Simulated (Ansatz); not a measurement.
MoPt (CsCl type, space group No. 221), the program Ansatz at the r²SCAN level (PAW), all energies at zero smearing, with the estimated change up to a 700 eV cutoff added, with one set of potentials and settings (totals compare only within such a set). Cell of 2 atoms (1 Pt, 1 Mo): -17503.832 eV.

| element | reference phase | E (eV/atom) |
|---|---|---|
| Pt | Fm-3m, 1 atoms in the cell | -12536.7848 |
| Mo | Im-3m, 1 atoms in the cell | -4967.5975 |

Formation energy per atom, worked out: (-17503.832 − 1×(-12536.7848) − 1×(-4967.5975))/2 = 0.275 eV/atom (27 kJ per mol of atoms), at 0 K, without zero-point energy or fitted corrections.

Space group Pm-3m (CsCl type). The start of the workflow was typed in or built on a structure type; neither database checked (COD, Materials Project) lists it. Whether it is the stable phase at ambient conditions was not checked. Symmetry was held in the r²SCAN relaxation. At this level the phase is mechanically unstable. The run is not spin-polarised. Its formation energy is positive at this level, so the cell may be metastable or incomplete. The references are the lowest solids computed at this level, not always the standard phases. Spin–orbit coupling is left out wherever it is not named.

Potentials: the later of the program's two PAW sets.
